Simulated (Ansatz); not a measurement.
Al₃Ru₂:
```xyz
5
Lattice="-1.5382 1.5382 7.1406 1.5382 -1.5382 7.1406 1.5382 1.5382 -7.1406" Properties=species:S:1:pos:R:3 pbc="T T T"
Al     0.0000     0.0000     0.0000
Al     0.0000     0.0000    11.5121
Al     0.0000     0.0000     2.7692
Ru     0.0000     0.0000     8.6517
Ru     0.0000     0.0000     5.6295
```

Relaxed with r²SCAN. Special points in fractions of this cell's reciprocal vectors: Γ (0.000, 0.000, 0.000); X (0.000, 0.000, 0.500); P (0.250, 0.250, 0.250); N (0.000, 0.500, 0.000); M (0.500, 0.500, -0.500); S (0.262, 0.738, -0.262); S0 (-0.262, 0.262, 0.262); R (-0.023, 0.023, 0.500); G (0.500, 0.500, -0.023).

**Question.** List the band energies nearest the Fermi level at these points for r²SCAN with spin–orbit coupling in the plane-wave PAW code Ansatz.

**Answer.** In eV from the Fermi level; about four levels below and three above (degenerate sets whole), none deeper than 8.9 eV; points with the same levels are listed once.

```csv
k,below,above
Γ,-0.32 -0.32 -0.19 -0.19,3.64 3.64 4.96 4.96
X,-1.82 -1.82 -0.66 -0.66,0.52 0.52 0.70 0.70
P,-1.51 -1.51 -1.42 -1.42,0.80 0.80 1.25 1.25
N,-1.20 -1.20 -0.45 -0.45,1.45 1.45 1.79 1.79
M,-0.29 -0.29 -0.21 -0.21,2.55 2.55 4.57 4.57
S,-1.22 -1.22 -0.44 -0.44,1.52 1.52 1.75 1.75
R,-1.80 -1.80 -0.72 -0.72,0.50 0.50 0.70 0.70
```

Space group I4/mmm. The workflow started from a Materials Project entry (that database holds measured and hypothetical structures alike); the Crystallography Open Database copy checked does not list it. Its standing as an ambient phase is unchecked. Symmetry was held in the r²SCAN relaxation; whether a distortion lowers the energy is not shown. The run is not spin-polarised.

Potentials: the later of the program's two PAW sets.
